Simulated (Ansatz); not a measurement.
MnZn3:
```
CELL_PARAMETERS angstrom
      3.80945     0.00000     0.00000
      0.00000     3.80945     0.00000
      0.00000     0.00000     3.80945
ATOMIC_POSITIONS crystal
  Mn 0.00000 0.00000 0.00000
  Zn 0.00000 0.50000 0.50000
  Zn 0.50000 0.00000 0.50000
  Zn 0.50000 0.50000 0.00000
```
Starting moments (μB, in the order of the atoms Mn Zn Zn Zn): 3.7 0.0 0.0 0.0.

Relaxed with r²SCAN.

Q: Which orbitals make up the states near the Fermi level in r²SCAN in the plane-wave PAW code Ansatz?

A: Within 0.5 eV of the Fermi level: Mn 3d 50 %, Zn 4s 9 %, outside the projected shells 35 %. Projections are on Löwdin-orthogonalised atomic valence shells; empty p or d shells of many metals are not among them.

Q: Tabulate the density of states.

A: States/eV per cell of 4 atoms, in 0.25 eV bins, energy from the Fermi level.

```csv
E (eV),total,Zn 3d,Mn 3d,Zn 4s
-7.85,17.41,16.89,0.12,0.23
-7.60,22.88,22.23,0.14,0.36
-7.35,28.85,28.41,0.14,0.24
-7.10,13.20,12.76,0.04,0.33
-6.85,4.44,3.92,0.04,0.40
-6.60,0.92,0.37,0.06,0.41
-6.35,0.85,0.25,0.07,0.43
-6.10,0.77,0.19,0.06,0.40
-5.85,0.72,0.16,0.06,0.36
-5.60,0.73,0.14,0.07,0.36
-5.35,0.81,0.14,0.09,0.38
-5.10,0.95,0.14,0.14,0.41
-4.85,0.98,0.13,0.16,0.42
-4.60,0.90,0.10,0.16,0.38
-4.35,0.80,0.09,0.16,0.34
-4.10,1.21,0.14,0.24,0.61
-3.85,2.01,0.22,0.73,0.82
-3.60,2.42,0.19,1.30,0.66
-3.35,4.05,0.20,3.01,0.45
-3.10,4.98,0.14,4.03,0.34
-2.85,3.64,0.11,2.79,0.31
-2.60,3.17,0.09,2.44,0.27
-2.35,2.35,0.06,1.54,0.33
-2.10,1.34,0.04,0.59,0.31
-1.85,1.16,0.04,0.41,0.28
-1.60,1.32,0.04,0.47,0.25
-1.35,1.61,0.05,0.61,0.28
-1.10,1.65,0.05,0.61,0.28
-0.85,1.65,0.04,0.61,0.26
-0.60,1.79,0.04,0.70,0.22
-0.35,2.00,0.04,0.90,0.19
-0.10,1.95,0.04,1.01,0.16
0.15,1.75,0.03,0.95,0.13
0.40,1.43,0.02,0.77,0.11
0.65,1.19,0.02,0.63,0.09
0.90,1.12,0.02,0.61,0.09
1.15,1.23,0.02,0.63,0.17
1.40,1.10,0.02,0.48,0.20
1.65,1.47,0.02,0.75,0.22
1.90,2.69,0.03,1.74,0.23
2.15,4.06,0.03,2.95,0.27
2.40,2.61,0.03,1.53,0.25
2.65,1.78,0.02,0.76,0.22
2.90,1.33,0.01,0.40,0.18
3.15,1.07,0.01,0.23,0.15
3.40,0.88,0.01,0.13,0.12
3.65,1.76,0.02,0.55,0.40
3.90,1.81,0.01,0.54,0.42
4.15,1.58,0.01,0.33,0.38
4.40,1.53,0.01,0.23,0.40
4.65,1.43,0.01,0.18,0.32
4.90,1.48,0.01,0.14,0.32
```

Space group Pm-3m (Cu3Au type). The workflow started from an entry of the Crystallography Open Database (COD). Its standing as an ambient phase is unchecked. The r²SCAN relaxation kept the symmetry of its start; whether a distortion lowers the energy is not shown. Magnetic state: ferromagnetic, the only order run, not a proven ground state. The cell computed holds one magnetic atom, so no antiferromagnetic order was within reach. Other orbital occupations within this spin state were not tried. For itinerant 3d metals, meta-GGAs of the SCAN family and hybrids are commonly reported to give too large moments.

Potentials: the later of the program's two PAW sets.
